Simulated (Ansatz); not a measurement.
Data:

Sb (hcp (Mg type), P6_3/mmc), a = b = 3.2965 Å, c = 5.4529 Å, α = β = 90.00°, γ = 120.00°.

This is the LDA-relaxed structure.

All from LDA in the plane-wave PAW code Ansatz, unless another level is named. Give the electronic character.

metallic (no gap).

Next, the density of states at the Fermi level?

0.64 states/eV per atom (mean over ±0.08 eV).

The workflow started from an entry of the Crystallography Open Database (COD), which files this formula under 5 space groups. It is not the phase usual at ambient conditions (space group No. 166). Symmetry was held in the LDA relaxation; its stability against distortions is not shown here. Scalar-relativistic: spin–orbit coupling is off unless named, which matters more the heavier the elements.

Potentials: the later of the program's two PAW sets.
